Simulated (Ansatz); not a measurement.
Relaxed-ion elastic tensor of AlCr2C in space group P6_3/mmc (No. 194; Al on 2d, Cr on 4f, C on 2a) in GPa (Voigt order), LDA in the plane-wave PAW code Ansatz; density 5.64 g/cm³, 10.52 Å³ per atom.

```json
[
 {"": "1", "1": "406", "2": "93.4", "3": "128", "4": "0.0", "5": "0.0", "6": "0.0"},
 {"": "2", "1": "93.4", "2": "406", "3": "128", "4": "0.0", "5": "0.0", "6": "0.0"},
 {"": "3", "1": "128", "2": "128", "3": "401", "4": "0.0", "5": "0.0", "6": "0.0"},
 {"": "4", "1": "0.0", "2": "0.0", "3": "0.0", "4": "152", "5": "0.0", "6": "0.0"},
 {"": "5", "1": "0.0", "2": "0.0", "3": "0.0", "4": "0.0", "5": "152", "6": "0.0"},
 {"": "6", "1": "0.0", "2": "0.0", "3": "0.0", "4": "0.0", "5": "0.0", "6": "156"}
]
```

Is the crystal mechanically stable?

Yes: the smallest eigenvalue of C is 152 GPa.

Work out the Voigt, Reuss and Hill averages.

K_V = 212, K_R = 212, K_H = 212; G_V = 150, G_R = 149, G_H = 149 GPa.

Give Young's modulus, Poisson's ratio, Pugh's ratio and the universal anisotropy index.

E = 9KG/(3K + G) = 363 GPa; ν = 0.21; K/G = 1.42 (brittle by the Pugh limit of 1.75); A_U = 5G_V/G_R + K_V/K_R − 6 = 0.02.

Estimate the sound speeds and the Debye temperature.

v_l = √((K + 4G/3)/ρ) = 8540 m/s, v_t = √(G/ρ) = 5150 m/s, mean 5690 m/s; Θ = (h/k)(3n/4πV)^(1/3) v_m = 773 K.

Solve the Christoffel equation for the three sound speeds along x, y, z.

Eigenvalues of C_ijkl n_j n_l equal ρv². In km/s, slowest first: x 5.19, 5.26, 8.48; y 5.19, 5.26, 8.48; z 5.19, 5.19, 8.43.

How much does each axis shrink under pressure?

Linear compressibilities β_i = Σ_j S_ij (j = 1 to 3): x 1.6, y 1.6, z 1.5 per TPa.

Symmetry was held in the LDA relaxation; of distortions, only those at the zone centre were tested. No spin polarisation was allowed. As this level gives no gap, shear constants depend on the k-mesh and smearing (Fermi–Dirac, 0.1 eV here). On the denser mesh and wider smearing of the elastic run this cell carries a stress of 0.5 GPa.

Potentials: the later of the program's two PAW sets.
